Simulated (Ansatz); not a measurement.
YGa$_{2}$Ni in space group Cmcm (No. 63; Ga on 8f, Ni on 4c, Y on 4c) under volume change, the program Ansatz at the r²SCAN level (PAW), shape and atoms relaxed at each volume.

```json
[
 {"V (Å³/atom)": "15.592", "E − E(relaxed) (meV/atom)": "49.3", "P (GPa)": "11.21"},
 {"V (Å³/atom)": "16.106", "E − E(relaxed) (meV/atom)": "[?]", "P (GPa)": "[?]"},
 {"V (Å³/atom)": "16.620", "E − E(relaxed) (meV/atom)": "[?]", "P (GPa)": "[?]"},
 {"V (Å³/atom)": "17.134", "E − E(relaxed) (meV/atom)": "0.0", "P (GPa)": "0.00"},
 {"V (Å³/atom)": "17.648", "E − E(relaxed) (meV/atom)": "4.5", "P (GPa)": "-2.70"},
 {"V (Å³/atom)": "18.162", "E − E(relaxed) (meV/atom)": "16.9", "P (GPa)": "-4.99"},
 {"V (Å³/atom)": "18.676", "E − E(relaxed) (meV/atom)": "36.1", "P (GPa)": "-6.94"}
]
```

Question: Complete the blanks.

Answer: 
- 16.106, E − E(relaxed) (meV/atom): 20.6
- 16.106, P (GPa): 6.81
- 16.620, E − E(relaxed) (meV/atom): 4.8
- 16.620, P (GPa): 3.12

Question: What does a third-order Birch–Murnaghan fit give for V₀, B₀ and B′?

Answer: V₀ = 17.13 Å³/atom, B₀ = 96.8 GPa, B′ = 4.4.

The workflow started from an entry of the Crystallography Open Database (COD). Its standing as an ambient phase is unchecked. Symmetry was held in the r²SCAN relaxation; its stability against distortions is not shown here. The workflow began spin-polarised and lost its moments.

Potentials: the later of the program's two PAW sets.
